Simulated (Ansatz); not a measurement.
Space group Pm-3m (No. 221). a = 3.112 Å, b = 3.112 Å, c = 3.112 Å, α = 90.00°, β = 90.00°, γ = 90.00°
```csv
atom,site,symmetry,x,y,z
Zr,1a,m-3m,0.0000,0.0000,0.0000
H,3c,4/mm.m,0.0000,0.5000,0.5000
```

Equation of state of this ZrH$_{3}$ structure (not necessarily the ground state), with shape and atoms relaxed at each volume where symmetry leaves them free. It has no gap at any of these volumes. Method: Ansatz 0.2.0, DFT r2SCAN, scalar-relativistic, plane waves, PAW.

Cutoff 500 eV; k points 14×14×14 on the computed 4-atom cell (Γ-centred); Gaussian smearing, width 0.10 eV; no spin polarisation.

```json
{"V (Å³/atom)": "7.083", "E − E(largest V) (meV/atom)": "2.01", "P (GPa)": "9.31"}
{"V (Å³/atom)": "7.309", "E − E(largest V) (meV/atom)": "-7.52", "P (GPa)": "4.33"}
{"V (Å³/atom)": "7.535", "E − E(largest V) (meV/atom)": "-10.48", "P (GPa)": "0.00"}
{"V (Å³/atom)": "7.761", "E − E(largest V) (meV/atom)": "-7.73", "P (GPa)": "-3.77"}
{"V (Å³/atom)": "7.987", "E − E(largest V) (meV/atom)": "0.00", "P (GPa)": "-7.05"}
```

Problem. Fit a third-order Birch–Murnaghan equation to E(V).

Solution. V0 = 7.53 Å³/atom, B0 = 135 GPa, B0' = 3.6.